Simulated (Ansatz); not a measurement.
## GaP, first-principles data

GaP:
```
CELL_PARAMETERS angstrom
      3.79883     0.00000     0.00000
     -1.89941     3.28988     0.00000
      0.00000     0.00000     6.26574
ATOMIC_POSITIONS crystal
  Ga 0.66667 0.33333 0.50013
  Ga 0.33333 0.66667 0.00013
  P  0.66667 0.33333 0.87387
  P  0.33333 0.66667 0.37387
```

Space group P6_3mc (No. 186), wurtzite; conventional cell a = b = 3.799 Å, c = 6.266 Å, α = β = 90.00°, γ = 120.00°.

Method: LDA (plane waves, PAW; program Ansatz). The cell and atoms are relaxed at this level. Other levels are named where they apply.

Cell and energy:

```yaml
volume_per_atom: 19.58 Å³
density: 4.27 g/cm³
Formation energy from the elements (no fitted shifts): -0.41 eV/atom
```

Electronic structure:

```yaml
band_gap: 1.29 eV (direct)
valence_band_maximum: at Γ
conduction_band_minimum: at Γ
electron_effective_mass: 0.12, 0.12, 1.2 mₑ (principal values)
Hole effective mass, band 1 of 2 at the edge: 0.91 along x, 0.87 along z (mₑ)
Hole effective mass, band 2 of 2 at the edge: 0.11 along x, 0.87 along z (mₑ)
```

Mechanics:

```yaml
Bulk modulus (Birch–Murnaghan fit): 89.6 GPa
Pressure derivative B′: 4.4
Elastic constants (relaxed ions, GPa): C11 = 171, C12 = 57.2, C13 = 38.2, C33 = 200, C44 = 44.7
mechanical_stability: stable (all eigenvalues of C positive)
hill_bulk_and_shear_moduli: 89.8 and 55.2 GPa
Young's modulus: 137 GPa
Poisson's ratio: 0.25
debye_temperature_from_the_elastic_constants: 441 K
Piezoelectric stress constants (proper, relaxed ions, C/m²): e33 = -0.17
```

Dielectric response:

```yaml
Electronic dielectric constant ε∞ (DFPT): 10.3 (xx = yy), 10.7 (zz)
Static dielectric constant ε0 (ions relaxed, cell fixed): 11.9 (xx = yy), 12.7 (zz)
Born charges (a third of the trace): Ga +1.99, P -1.99 e
Largest static χ(2) component: 140 pm/V
```

Phonons:

```yaml
Highest zone-centre frequency (without LO–TO term): 374 cm⁻¹
zone_centre_stability: no imaginary mode at Γ
dynamical_stability_on_the_path: stable (no imaginary branch)
zero_point_energy: 46.5 meV/atom
Vibrational entropy at 300 K: 26.1 J/(K·mol of atoms)
```

The first step of the workflow began from a Materials Project structure, measured or hypothetical; the Crystallography Open Database copy checked does not list it. It is not the phase usual at ambient conditions (space group No. 216). The cell was relaxed with LDA under the symmetry of its start. Signs of piezoelectric constants follow the polarity of the cell as given. The references are the lowest solids computed at this level, not always the standard phases. Scalar-relativistic: spin–orbit coupling is off unless named, which matters more the heavier the elements.

Potentials: the later of the program's two PAW sets.
